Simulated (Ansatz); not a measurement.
**BeCo under pressure**

Method: DFT LDA, scalar-relativistic, plane waves, PAW in Ansatz 0.2.0. Plane waves to 420 eV; Γ-centred k mesh 16×16×16; Gaussian smearing of 0.20 eV. Collinear spin, site moments 0.0, 0.2 μB. Phonons by linear response, acoustic sum rule imposed.

The cell, relaxed at this level:
Space group Pm-3m (No. 221). a = 2.538 Å, b = 2.538 Å, c = 2.538 Å, α = 90.00°, β = 90.00°, γ = 90.00°
| atom | site | symmetry | x | y | z |
| --- | --- | --- | --- | --- | --- |
| Be | 1a | m-3m | 0.0000 | 0.0000 | 0.0000 |
| Co | 1b | m-3m | 0.5000 | 0.5000 | 0.5000 |

In a metal, frequencies and elastic constants depend on the k mesh and the smearing, soft modes and shear constants most.

**Question.** The cell is relaxed again at 5 and 15 GPa. How do volume, gap and optical modes at Γ (cm⁻¹, counted from the lowest optical one; a degenerate one stands once) change?

**Answer.**
```
          0 GPa  5 GPa  15 GPa
    V/V0  1.000  0.979   0.944
gap (eV)   0.00   0.00    0.00
  mode 1    552    569     600
```